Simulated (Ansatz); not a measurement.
An Ansatz (a quantum-chemistry and plane-wave program) run. Input:

Ansatz 0.2 input:
```yaml
crystal:
  lattice:
    - [3.1419828697, 0.0, 0.0]
    - [0.0, 3.1419828697, 0.0]
    - [0.0, 0.0, 3.1419828697]
  atoms:
    - { symbol: Mo, position: [0.0, 0.0, 0.0] }
    - { symbol: W, position: [0.5, 0.5, 0.5] }
kpoints:
  mp_grid: { grid: [10, 10, 10] }
  band_path:
    path:
      - [[0.0, 0.0, 0.0], [0.0, 0.5, 0.0], [0.5, 0.5, 0.0], [0.0, 0.0, 0.0], [0.5, 0.5, 0.5], [0.0, 0.5, 0.0]]  # Γ-X-M-Γ-R-X
      - [[0.5, 0.5, 0.5], [0.5, 0.5, 0.0]]  # R-M
    npoints: 12
basis: { xc_grid: 2 }
hamiltonian:
  xc: pbesol
  pseudopotentials: { azcp: { folder: ./paw }, kind: paw_fr }
magnetization: { noncollinear: true, spin_orbit: true }
scf:
  n_extra_bands: 12
  convergence: { dr2_threshold: 0.0000000001 }
  occupations: { method: gaussian, width: 0.05 }
output: { eigenvalues: true }
```

Output (shortened):

```
Pseudopotential: Mo, paw, valence charge 14
Pseudopotential: W, paw, valence charge 14
Functional definition: PBEsol
non-collinear run that drives no moment, with spin-orbit …
Crystal: 2 atoms, lattice volume = 31.018 Å³
Basis set: ecut = 420 eV, 619 PW (Γ), exchange–correlation on 48×48×48 points (8 copies of the dense FFT grid, shifted against one another)
Bands: 40, of which v1, the nominal top of the filled ones, is band 28 counted from 1 (27 counted from 0)
Symmetry: 48 space group operations + 48 with time reversal
k-points: 56 of 1000
Projection manifold: j_resolved (fully-relativistic pseudo-atomic orbitals)
SCF iter   1: F=—  HF=-15181.529411 eV  |F-HF|=—  |Δ(HF+E_count)|=         —  Δρ=1.01e-1  dr2=3.81e0  dr2_m=0.00e0 (ungated)  ethr=3.10e-3  |M|=0.00e0 ∫|m|=0.00e0 μB  |m|>n=0.0e0 m-floor=0.0e0 τ_xc=0.0e0  β_m=0.30  ⟨swp⟩=6.8  Hψ=5297  notcnv=0  defer=6
preconditioner: auto → none
SCF iter   2: F=—  HF=-15180.892024 eV  |F-HF|=—  |Δ(HF+E_count)|=   6.37e-1  Δρ=6.52e-2  dr2=1.26e0  dr2_m=0.00e0 (ungated)  ethr=3.10e-3  |M|=0.00e0 ∫|m|=0.00e0 μB  |m|>n=0.0e0 m-floor=0.0e0 τ_xc=0.0e0  β_m=0.49  ⟨swp⟩=2.8  Hψ=1991  notcnv=0  defer=272
SCF iter   3: F=—  HF=-15180.687200 eV  |F-HF|=—  |Δ(HF+E_count)|=   2.05e-1  Δρ=5.53e-2  dr2=1.92e0  dr2_m=0.00e0 (ungated)  ethr=3.10e-3  |M|=0.00e0 ∫|m|=0.00e0 μB  |m|>n=0.0e0 m-floor=0.0e0 τ_xc=0.0e0  β_m=0.38  ⟨swp⟩=2.1  Hψ=1859  notcnv=0  defer=272
SCF iter   4: F=—  HF=-15180.437237 eV  |F-HF|=—  |Δ(HF+E_count)|=   2.50e-1  Δρ=1.18e-2  dr2=4.34e-2  dr2_m=0.00e0 (ungated)  ethr=3.10e-3  |M|=0.00e0 ∫|m|=0.00e0 μB  |m|>n=0.0e0 m-floor=0.0e0 τ_xc=0.0e0  β_m=0.60  ⟨swp⟩=2.1  Hψ=1565  notcnv=0  defer=264
SCF iter   5: F=—  HF=-15180.441838 eV  |F-HF|=—  |Δ(HF+E_count)|=   4.60e-3  Δρ=7.38e-3  dr2=3.21e-2  dr2_m=0.00e0 (ungated)  ethr=1.55e-4  |M|=0.00e0 ∫|m|=0.00e0 μB  |m|>n=0.0e0 m-floor=0.0e0 τ_xc=0.0e0  β_m=0.51  ⟨swp⟩=2.0  Hψ=1896  notcnv=0  defer=268
SCF iter   6: F=—  HF=-15180.438151 eV  |F-HF|=—  |Δ(HF+E_count)|=   3.69e-3  Δρ=2.53e-3  dr2=3.75e-3  dr2_m=0.00e0 (ungated)  ethr=1.15e-4  |M|=0.00e0 ∫|m|=0.00e0 μB  |m|>n=0.0e0 m-floor=0.0e0 τ_xc=0.0e0  β_m=0.70  ⟨swp⟩=1.5  Hψ=1033  notcnv=0  defer=268
SCF iter   7: F=—  HF=-15180.437695 eV  |F-HF|=—  |Δ(HF+E_count)|=   4.55e-4  Δρ=6.13e-4  dr2=2.23e-4  dr2_m=0.00e0 (ungated)  ethr=1.34e-5  |M|=0.00e0 ∫|m|=0.00e0 μB  |m|>n=0.0e0 m-floor=0.0e0 τ_xc=0.0e0  β_m=0.72  ⟨swp⟩=1.5  Hψ=1040  notcnv=0  defer=268
SCF iter   8: F=—  HF=-15180.437671 eV  |F-HF|=—  |Δ(HF+E_count)|=   2.47e-5  Δρ=6.76e-5  dr2=2.71e-6  dr2_m=0.00e0 (ungated)  ethr=7.96e-7  |M|=0.00e0 ∫|m|=0.00e0 μB  |m|>n=0.0e0 m-floor=0.0e0 τ_xc=0.0e0  β_m=0.83  ⟨swp⟩=1.8  Hψ=1106  notcnv=0  defer=268
SCF iter  10: F=-15180.437670 eV  HF=-15180.437670 eV  |F-HF|=3.27e-11  |Δ(HF+E_count)|=   2.87e-9  Δρ=3.47e-7  dr2=3.85e-11  dr2_m=0.00e0 (ungated)  ethr=1.00e-12  |M|=0.00e0 ∫|m|=0.00e0 μB  |m|>n=0.0e0 m-floor=0.0e0 τ_xc=0.0e0  ⟨swp⟩=7.3  Hψ=4618  notcnv=0
SCF 1 converged in 10 iterations: F = -15180.437670 eV  dr2 = 3.85e-11
NSCF: frozen V_eff on 74 k-points
SCF converged after 10 iterations
Magnetization: |M| = 0.0000 μB,  M = (+0.0000, +0.0000, +0.0000) μB
Absolute magnetization: 0.0000 μB (∫|m|)
  site 0: m = (+0.0000, +0.0000, +0.0000) μB, |m| = 0.0000 μB  (R = 1.12 Å)
  site 1: m = (+0.0000, +0.0000, +0.0000) μB, |m| = 0.0000 μB  (R = 1.12 Å)
Free energy (F): -15180.437670 eV
Harris-Foulkes:  -15180.437670 eV  (|F-HF|=3.27e-11)
Internal energy: -15180.436024 eV  (E = F + TS)
E sigma→0 (E₀):  -15180.436847 eV
Entropy (-TS):   -0.001646 eV (-0.823 meV/atom)
Fermi energy:    21.998366 eV
--- Per-component energies (eV) ---
  E_band       = -136.135698
  E_kinetic    = 844.663496
  E_local      = -1294.529547  (includes V_loc(G=0)·N_el)
  E_nonlocal   = 123.375654
  E_hartree    = 483.090528
  E_xc         = -441.451018
  E_vxc        = -450.776271  (∫ρ·V_xc dr)
  E_paw        = -11627.029799  (= ΣΔE_a)
  E_vpaw       = -325.050206  (= ΣTr[D̂ρ^β])
  E_aug_tail   = 0.000192  (compensation charges beyond the density's cutoff)
  E_ewald      = -3268.992874
  E_core_change = 0.437345  (= ΣΔE_core)
  E_smearing   = -0.001646  (= −TS)
  E_closure    = 0.000000  (closes the sum)
  Σ components = -15180.437670   (vs F -15180.437670, Δ=0.00e0)
  [band-id]    e_kinetic+e_local+e_nonlocal+2·e_hartree+e_vxc+e_vpaw+e_augmentation_tail = -136.135627   (vs E_band -136.135698, Δ=7.15e-5)
--- Band table (eV; the first three rows and the last of 56) ---
  k-point 0: bands = ["-51.9182", "-51.9182", "-38.8873", "-38.8873", "-23.3173", "-23.3173", "-14.6227", "-14.6227", "-13.6469", "-13.6469", "-13.6469", "-13.6469", "-11.9140", "-11.9140", "-11.9140", "-11.9140", "13.3983", "13.3983", "16.2017", "16.2017", …
  k-point 1: bands = ["-51.9171", "-51.9171", "-38.8857", "-38.8857", "-23.3197", "-23.3197", "-14.6317", "-14.6317", "-13.6500", "-13.6500", "-13.6291", "-13.6291", "-11.9527", "-11.9527", "-11.9304", "-11.9304", "13.6343", "13.6343", "16.3255", "16.3255", …
  k-point 2: bands = ["-51.9143", "-51.9143", "-38.8816", "-38.8816", "-23.3261", "-23.3261", "-14.6559", "-14.6559", "-13.6564", "-13.6564", "-13.5807", "-13.5807", "-12.0541", "-12.0541", "-11.9752", "-11.9752", "14.3047", "14.3047", "16.6939", "16.6939", …
  k-point 55: bands = ["-51.8868", "-51.8868", "-38.8243", "-38.8243", "-23.4180", "-23.4180", "-14.8429", "-14.8429", "-13.7215", "-13.7215", "-13.7215", "-13.7215", "-12.3793", "-12.3793", "-12.3793", "-12.3793", "18.5406", "18.5406", "19.2165", "19.2165", …
```

Cost: very roughly 19 core-seconds on shared cores.

Space group Pm-3m (CsCl type). The start of the workflow was typed in or built on a structure type; neither database checked (COD, Materials Project) lists it. Whether it is the stable phase at ambient conditions was not checked. The cell was relaxed with PBEsol under the symmetry of its start; whether a distortion lowers the energy is not shown. The run is not spin-polarised.

Potentials: the earlier of the program's two PAW sets. The files were generated under PBE; for other functionals the program regenerates the frozen cores, and for LDA and PBEsol the local potential too.

Ansatz is a plane-wave DFT program.
